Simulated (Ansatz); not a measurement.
Two-dimensional strain map in Ni$_{3}$O$_{4}$

Level of theory: DFT PBEsol, scalar-relativistic, plane waves, PAW in Ansatz. Cutoff 420 eV, Γ-centred 8×8×14 k-points, Gaussian smearing of 0.15 eV. No spin polarisation. A magnetic state may lie lower. Energies are free energies at this smearing, counted from the undisturbed cell; pressure is positive in compression.

Reference structure (relaxed at this level; it needn't be the usual structure):

```
Ni O
1.0
     2.92423   -3.92382    0.00000
     2.92423    3.92382    0.00000
     0.00000    0.00000    2.84726
Ni O
3 4
Direct
  0.50000 0.00000 0.50000
  0.00000 0.50000 0.50000
  0.00000 0.00000 0.00000
  0.78789 0.78789 0.50000
  0.21211 0.21211 0.50000
  0.23716 0.76284 0.00000
  0.76284 0.23716 0.00000
```

The cell is strained by p along both x and y and by q along z, fractional coordinates fixed. Points are written (p, q).

Energy above the undisturbed cell in meV/atom (a dash: not computed):

```
 p \ q  -0.030  -0.015  0.000  0.015  0.030
-0.030    59.1    40.8   27.9   20.0   16.7
-0.015    26.4    14.0    6.7    4.0    5.6
 0.000     9.4     2.3    0.0    2.1    8.1
 0.015     6.3     4.1    6.3   12.7   22.8
 0.030    15.6    17.7   24.1   34.3   48.0
```

Pressure in GPa:

```
 p \ q  -0.030  -0.015  0.000  0.015  0.030
-0.030    25.3    20.3   15.7   11.5    7.6
-0.015    15.8    11.3    7.2    3.5    0.1
 0.000     7.5     3.6    0.0   -3.3   -6.3
 0.015     0.4    -3.1   -6.2   -9.1  -11.7
 0.030    -5.7    -8.7  -11.5  -14.0  -16.3
```

Cost: 25 runs of about 5.7 core-minutes in all, on AMD EPYC 9R45 (Zen 5) (shared hosts).